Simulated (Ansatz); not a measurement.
Relaxation of a generated trial cell of Ba in the beta-Sn structure type; 2 atoms in the cell, which starts as I4₁/amd, origin choice 1 (No. 141), tI4; a = b = 7.8671 Å, c = 4.2924 Å, α = β = γ = 90.00°. Computed with PBE (plane waves to 420 eV, PAW, scalar-relativistic; Ansatz, an electronic-structure program). Γ-centred k-mesh 9×9×9 on the run's cell (coarser than for final values), Fermi–Dirac smearing 0.05 eV. This is the first round of the run. 

The optimiser's lines from the output (shortened; P is positive under compression):

```
relax step   1: F+E_penalty+E_count = -11899.03336798 eV  Δ(F+E_penalty+E_count) = +0.000e0 eV  max|allowed force component| = 2.168e-19 eV/Å  Δτ_max = 0.0000 Å  P = -0.661 GPa  Ω = 132.831 Å³  (7 SCF iters, dr2 threshold 1.00e-7 eV, accepted)
relax step   2: F+E_penalty+E_count = -11899.04508036 eV  Δ(F+E_penalty+E_count) = -1.171e-2 eV  max|allowed force component| = 8.674e-19 eV/Å  Δτ_max = 0.0000 Å  P = -0.525 GPa  Ω = 129.795 Å³  (4 SCF iters, dr2 threshold 2.00e-7 eV, accepted)
relax step   3: F+E_penalty+E_count = -11899.06168469 eV  Δ(F+E_penalty+E_count) = -1.660e-2 eV  max|allowed force component| = 2.168e-19 eV/Å  Δτ_max = 0.0000 Å  P = +0.075 GPa  Ω = 119.280 Å³  (5 SCF iters, dr2 threshold 2.00e-7 eV, accepted)
relax step   4: F+E_penalty+E_count = -11899.06195341 eV  Δ(F+E_penalty+E_count) = -2.687e-4 eV  max|allowed force component| = 1.518e-18 eV/Å  Δτ_max = 0.0000 Å  P = -0.008 GPa  Ω = 120.510 Å³  (4 SCF iters, dr2 threshold 4.24e-8 eV, accepted)
relax step   5: F+E_penalty+E_count = -11899.06151870 eV  Δ(F+E_penalty+E_count) = +4.347e-4 eV  max|allowed force component| = 1.518e-18 eV/Å  Δτ_max = 0.0000 Å  P = -0.007 GPa  Ω = 120.510 Å³  stress off target by 1.10e-2 GPa  SCF on the basis re-selected at this cell (its energy is not comparable with the rows above)  (6 SCF iters)
```

From the first to the last row the energy changes by -0.01 eV/atom and the volume by -9.3 %. The last row is marked as not comparable with the walk above it, whose basis was carried along; it does compare with step 1, since both stand on a basis selected at the nominal cutoff for their own cell.

Later rounds, restarted from the end of this one on a renewed k-mesh, logged 2 more steps and released under 0.01 eV/atom more. The final structure after all rounds: I4₁/amd, origin choice 1 (No. 141), tI4, AFLOW prototype A_tI4_141_a (A5, as in Sn); a = 7.6386 Å, b = 7.6386 Å, c = 4.1308 Å, α = 90.00°, β = 90.00°, γ = 90.00°. Between re-selections the logged energies stand on a plane-wave basis carried along with the cell. No spin polarisation in the result.

The run could not lose the symmetry of its start: the end is stationary, and may be a saddle point rather than a minimum.

All atoms sit on sites fixed by symmetry, so only the cell could relax.

The relaxed structure here is a generated cell of Ba: the first start was made by placing the elements on the sites of a structure type, and the end was not matched to a known phase here, so it may be hypothetical. Known forms of Ba include space group No. 229.
